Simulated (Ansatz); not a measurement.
**InAg₃: how the free axis answers a strain**

InAg₃, Pm-3m, a = 4.138 Å. The structure is a COD entry; whether it is the stable form wasn't checked. Ansatz: PBEsol, PAW, 420 eV, Γ-centred 12×12×12 mesh on 4 atoms, Gaussian smearing 0.10 eV; no spin polarisation. Series: biaxial strain in the a-b plane, c and atoms relaxed; x is the strain in per cent. y is the change of c in per cent of 4.138 Å.

| x (%) | y (%) |
| --- | --- |
| -6.0 | ? |
| -4.0 | 6.08 |
| -2.0 | 3.16 |
| 0.0 | 0.00 |
| 2.0 | -3.29 |
| 4.0 | -6.58 |
| 6.0 | -9.86 |

Problem. Fit y = c1 x + c2 x² to the other rows, say what c1 measures, and predict the missing y.

Solution. Least squares on the rows shown. y = −1.580 x − 0.01203 x². With no stress along c, c1 = −2C12/C11 = -1.580. At −2 the volume would not change at all; a value this near to it means that the crystal resists a change of volume much more than one of shape. At x = -6.0 the fit asked for gives 9.05 %. The run gave 8.83 %, so the fit is 0.22 % too high, 1.2 % of the span of the series, against an rms of 0.06 % on the fitted rows. The row lies outside the fitted range. With a term in x³ added, a fit to the same known rows predicts 8.71 %, a smaller miss on the other side.

Cost: 7 runs of about 17 core-minutes in all, on Arm Neoverse V1 (shared hosts).